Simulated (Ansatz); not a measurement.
The elements of this relaxed trial crystal are hidden behind letters.

```
lattice vectors (Å)
   5.2931    0.0000    0.0000
   0.0000    5.2931    0.0000
   0.0000    0.0000    2.7884
fractional positions
X 0.2264 0.7736 0.5000
X 0.7736 0.7736 0.5000
X 0.2264 0.2264 0.5000
X 0.7736 0.2264 0.5000
Z 0.5000 0.5000 0.0000
```

The calculation used DFT PBE, scalar-relativistic, plane waves, PAW in Ansatz. The final run on the 5-atom cell used 420 eV, a Γ-centred 8×8×14 mesh, 0.10 eV smearing and no spin polarisation.

```
Space group                               : P4/mmm (No. 123)
Conventional cell                         : a = 5.293 Å, c = 2.788 Å
Volume per atom                           : 15.62 Å³
Density                                   : 4.54 g/cm³
Energy over the elements                  : −0.20 eV/atom
Gap on the 8×8×14 mesh of the 5-atom cell : 0 eV (a metal)
```

Energies are uncorrected and count from the elements' standard states at the same level.

Problem. X is a p-block element of period 3 and Z is a d-block element of period 5. Which elements are they?

Solution. X = Si, Z = Ru, so the formula is Si4Ru. Density times volume gives a mean mass of 4.54 × 15.62/1.6605 = 42.7 u per atom, and this set has 42.7 u. Si is surrounded by 2 Si at 2.40 Å, 2 Ru at 2.48 Å and 4 Si at 2.79–2.90 Å; Ru is surrounded by 8 Si at 2.48 Å and 2 Ru at 2.79 Å. Other sets within the hints have nearly the same mass, so mass alone doesn't settle it; this one was computed.

This cell was reached by moving the atoms of another relaxed cell at random and relaxing again, last within the group found; it had no such test of its own.
